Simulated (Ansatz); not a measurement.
# hcp against fcc along group 15

Theory: Ansatz 0.2.0, DFT, LDA (PW92), plane waves (420 eV) with PAW, scalar-relativistic. The PAW files were generated under PBE, with cores re-solved for the functional.

Each structure is relaxed within its symmetry, in the lowest magnetic state of the tried starts. Differences under about 8 meV lie within the error of the k-point mesh.

```csv
element,E(hcp) − E(fcc) (meV/atom),V(hcp) (Å³/atom),V(fcc) (Å³/atom),state of hcp,state of fcc
As,?,?,?,?,?
Sb,-46,25.63,25.71,spin not included,spin not included
Bi,-48,29.38,29.53,spin not included,spin not included
```

Question: Fill in the row of As.

Answer: E(hcp) − E(fcc) (meV/atom): -39; V(hcp) (Å³/atom): 18.08; V(fcc) (Å³/atom): 18.15; state of hcp: spin not included; state of fcc: spin not included.
